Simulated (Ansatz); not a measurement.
Here is an unrelaxed guess for Zn₂As.

```
Zn As
1.0
     4.66887    0.00000    0.00000
     0.00000    4.66887    0.00000
     0.00000    0.00000    4.66887
Zn As
4 2
Direct
  0.25000 0.25000 0.25000
  0.75000 0.75000 0.25000
  0.75000 0.25000 0.75000
  0.25000 0.75000 0.75000
  0.00000 0.00000 0.00000
  0.50000 0.50000 0.50000
```

These are results of DFT PBE, scalar-relativistic, plane waves, PAW (Ansatz), not measurements. Plane waves to 420 eV, a k mesh through Γ of 4×4×4 on the computed 6-atom cell and Gaussian smearing (0.10 eV); no spin polarisation.

Energies over the elements count from the elements' standard structures at the same level, with no fitted energy shifts.

**Question.** Estimate its pressure, forces and energy as it stands.

**Answer.** The pressure is 51.7 GPa (it wants to expand), the largest force is 0.00 eV/Å (symmetry fixes the atoms), and the energy is +1.39 eV/atom against the elements. The shortest distance is 2.02 Å.

**Question.** Is it a good guess?

**Answer.** A poor one: relaxing gains about 1.1 eV/atom (the start's value is from the coarse mesh, so the gain is rough) in 12 ionic steps and ends at +0.26 eV/atom on the finer mesh. The symmetry stays Pn-3m (No. 224). The end has the cuprite type. The volume per atom grows by 68.0 %, from 17.0 to 28.5 Å³. The shortest distance goes from 2.02 Å (Zn–As) to 2.40 Å (Zn–As). Conventional cell: a = 5.550 Å. Around Zn lie 2 As at 2.40 Å; As is surrounded by 4 Zn at 2.40 Å.

The last run used an 8×8×8 mesh for its 6-atom cell and Gaussian smearing of 0.10 eV. The reference form of As is held partly by dispersion forces, which this level lacks. The relaxation can't lower the symmetry of the start, and the grade says only how near the guess is to its own end. Symmetry constrained the relaxation, so the result can be a saddle point.
